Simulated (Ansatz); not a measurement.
SiC (zinc blende, F-43m) under volume change, r²SCAN (plane waves, PAW; program Ansatz), scaled uniformly.

```csv
V (Å³/atom),E − E(relaxed) (meV/atom),P (GPa)
9.404,69.1,25.69
9.714,?,?
10.024,6.9,7.34
10.334,0.0,0.00
10.644,?,?
10.954,24.0,-11.82
11.264,51.5,-16.54
```

Q: Some entries are withheld; supply them.

A: 
- 10.644, E − E(relaxed) (meV/atom): 6.3
- 10.644, P (GPa): -6.34
- 9.714, E − E(relaxed) (meV/atom): 29.2
- 9.714, P (GPa): 15.84

Q: What does a third-order Birch–Murnaghan fit give for V₀, B₀ and B′?

A: V₀ = 10.33 Å³/atom, B₀ = 227 GPa, B′ = 3.9.

Symmetry was held in the r²SCAN relaxation.

Potentials: the later of the program's two PAW sets.
